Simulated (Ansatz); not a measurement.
The start is a relaxed TaAs cell, doubled along one cell vector, shaken by Gaussian noise of σ = 0.08 Å a coordinate. Cell shape, volume and atoms are optimised at zero target pressure with r2SCAN (plane waves to 500 eV, PAW, scalar-relativistic; Ansatz, a program for electronic structure). First-step values are on the input's coarse k-mesh.

Ansatz input (later rounds restart from its end on a renewed k-mesh):
Ansatz 0.2 input:
```yaml
crystal:
  lattice:
    - [3.5853029119, 0, 0]
    - [0, 9.6690172102, 0]
    - [-1.7921799763, 0, 4.545779702]
  atoms:
    - { symbol: Ta, position: [0.2025039555, 0.363831183, 0.4133604397] }
    - { symbol: Ta, position: [0.2075737952, 0.8836400583, 0.418295649] }
    - { symbol: Ta, position: [0.7968731401, 0.1127669235, 0.5841085646] }
    - { symbol: Ta, position: [0.8144216906, 0.6153239656, 0.5780599538] }
    - { symbol: As, position: [0.9316795798, 0.3842717357, 0.8529522551] }
    - { symbol: As, position: [0.9587604882, 0.8814816149, 0.8276903726] }
    - { symbol: As, position: [0.1215606943, 0.1243216313, 0.1712160147] }
    - { symbol: As, position: [0.0744477231, 0.6155937782, 0.1515102097] }
basis: { ecutwfc: 500, ecutrho_ratio: 4, xc_grid: 4, fft_grid_basis: typed }
kpoints: { mp_grid: { grid: [7, 3, 5] } }
hamiltonian:
  xc: r2scan
  dispersion: none
  pseudopotentials: { azcp: { folder: ./paw }, kind: paw }
scf: { occupations: { method: fermi_dirac, width: 0.05 } }
relax: { f_tol: 0.01, max_steps: 100, cell: { stress_tol: 0.02 } }
output: { forces: true, stress: true }
```

```yaml
largest_initial_force: about 3.0 eV/Å, on As5 (atoms numbered as listed)
energy_released: 0.13 eV/atom
relative_to_the_parent: It relaxes back to the parent, Cmcm (No. 63)
band_gap_at_the_end: zero (metallic)
optimiser_moves: 9
```

Relaxed structure:

```cif
data_As4Ta4
_chemical_formula_sum 'Ta4 As4'
_space_group_name_H-M_alt 'Cmcm'
_space_group_IT_number 63
_space_group_name_Hall '-C 2c 2'
_cell_length_a 3.58559
_cell_length_b 9.09115
_cell_length_c 4.83445
_cell_angle_alpha 90.000
_cell_angle_beta 90.000
_cell_angle_gamma 90.000
loop_
_atom_site_label
_atom_site_type_symbol
_atom_site_symmetry_multiplicity
_atom_site_Wyckoff_symbol
_atom_site_fract_x
_atom_site_fract_y
_atom_site_fract_z
_atom_site_occupancy
Ta1 Ta 4 c 0.00000 0.28990 0.25000 1
As1 As 4 c 0.00000 0.59021 0.25000 1
```
(The calculation used a cell of 4 atoms; values per cell refer to that cell.)

Final values are on a 14×10×10 k-mesh of the relaxed cell. No spin polarisation in the result.

The relaxed structure here is a generated cell of TaAs: the first start was made by placing the elements on the sites of a structure type, and the end was not matched to a known phase here, so it may be hypothetical. Known forms of TaAs include space group No. 109.
